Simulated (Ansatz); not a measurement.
A distorted cell of HfO$_{2}$ (fluorite):

```
HfO2
1.0
    0.00000     2.43847     2.43847
    2.43847     0.00000     2.43847
    2.43847     2.43847     0.00000
Hf O
1 2
Direct
  0.00000   0.00000   0.00000
  0.25000   0.25000   0.25000
  0.75000   0.75000   0.75000
```

Computed with PBEsol (plane waves to 420 eV, PAW, scalar-relativistic; Ansatz, an electronic-structure program). k mesh 12×12×12 (Γ-centred), Fermi-Dirac smearing 0.05 eV. The energy includes the smearing's −TS. Stress and pressure are positive under compression. HfO2 is run without spin polarisation. HfO2 was relaxed with its symmetry unable to fall. Spin-orbit coupling is left out, though Hf is heavy. This is a high-temperature form of HfO2.

Task: Give the stress tensor in GPa and the pressure.

Result: 
```
   33.0      0.0      0.0
    0.0     33.0      0.0
    0.0      0.0     33.0
```
The pressure, a third of the trace, is 33.0 GPa.

Task: It is the relaxed cell scaled evenly to V/V₀ = 0.904, atoms relaxed where free. What is its energy relative to the relaxed cell?

Result: 96.8 meV/atom.

(Under strain, the slope of the energy per volume gives the stress and its curvature an elastic modulus.)
